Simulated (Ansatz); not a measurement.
Method: Ansatz, DFT PBE, scalar-relativistic, plane waves, PAW. Cutoff 420 eV, Γ-centred meshes of about 0.25 Å⁻¹ or finer for metals and 0.3 Å⁻¹ for insulators (2π included), Gaussian smearing. No spin polarisation.

Relaxed structures of Ga2GeSe2, with energies over the first row. Coordination counts Ge or Se atoms around Ga (for each partner element, those within 1.25 times its shortest distance or 1.15 times the sum of covalent radii, where it is the nearest in units of that sum or under 1.3; a slash parts the counts of unlike sites).

| # | form | sites | V (Å³/atom) | coordination | ΔE (meV/atom) |
| --- | --- | --- | --- | --- | --- |
| 1 | P-3m1 | Ga 2d, 2c; Ge 2d; Se 2c, 2d | 27.6 | Ga 3/4 | 0 |
| 2 | R-3m | Ga 6c; Ge 3a; Se 6c | 22.7 | Ga 3 | 227 |

A further structure, relaxed alike:

```cif
data_structure
_symmetry_space_group_name_H-M 'P-3m1'
_symmetry_Int_Tables_number 164
_cell_length_a 3.8835
_cell_length_b 3.8835
_cell_length_c 22.2511
_cell_angle_alpha 90.000
_cell_angle_beta 90.000
_cell_angle_gamma 120.000
_cell_volume 290.63
loop_
_atom_site_label
_atom_site_type_symbol
_atom_site_symmetry_multiplicity
_atom_site_Wyckoff_symbol
_atom_site_fract_x
_atom_site_fract_y
_atom_site_fract_z
_atom_site_occupancy
Ga1 Ga 2 d 0.66667 0.33333 0.76718 1
Ga2 Ga 2 d 0.66667 0.33333 0.65603 1
Ge1 Ge 2 d 0.33333 0.66667 0.01736 1
Se1 Se 2 c 0.00000 0.00000 0.60476 1
Se2 Se 2 c 0.00000 0.00000 0.81858 1
```

**Question.** Where does it fall in the ranking, and at what energy?

**Answer.** It falls between rows 1 and 2, 96 meV/atom above row 1, with space group P-3m1 (No. 164) and 29.1 Å³/atom. Counting Ge or Se atoms around Ga, this cell has Ga 3 and row 1 has Ga 3/4. This cell and row 1 both hold Ge–Ge nets. Ga on its first site is surrounded by 1 Ga at 2.47 Å and 3 Se at 2.52 Å; Ga on its second site has 1 Ga at 2.47 Å and 3 Se at 2.52 Å; Ge is surrounded by 3 Ge at 2.37 Å; around Se on its first site lie 3 Ga at 2.52 Å; 1 more site not described.

Weakly bound directions are ill-defined at this level, which has no dispersion term (P-3m1 at 27.6 Å³/atom, P-3m1 at 29.1 Å³/atom), and this can change margins and order among such cells. With atoms moved at random, row 1 came back. Row 2 and the further cell had no clear such test and can be saddle points.
